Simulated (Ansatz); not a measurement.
# Zn2B: rattling a relaxed structure

It was reached by relaxing an invented guess, and it needn't be the stable form of this composition.

All numbers below come from DFT PBE, scalar-relativistic, plane waves, PAW in Ansatz. Cutoff 420 eV; k points 16×16×16 on the computed 3-atom cell (Γ-centred); Gaussian smearing, width 0.10 eV; no spin polarisation.

The cell below (3 atoms, space group Fm-3m (No. 225)) is relaxed within its symmetry.

```
Zn B
1.0
     0.00000    2.64571    2.64571
     2.64571    0.00000    2.64571
     2.64571    2.64571    0.00000
Zn B
2 1
Direct
  0.25000 0.25000 0.25000
  0.75000 0.75000 0.75000
  0.00000 0.00000 0.00000
```

For the test a repeat of it with 6 atoms (edges 3.74, 3.74, 6.48 Å) was strained at random (σ = 1.5 % a component), the atoms were moved at random (σ = 0.15 Å), and all was relaxed again on a coarse 6×6×6 mesh (in the run’s order of axes) with 0.20 eV smearing, with no symmetry imposed.

The cell is a metal run without spin; a magnetic state may lie lower.

Problem. Does it come back?

Solution. It returns, within 1 meV/atom of the unmoved cell on that mesh and with the same symmetry when read at 0.1 Å. No instability shows in this cell; modes of other wave vectors, which need another repeat, aren't tested.
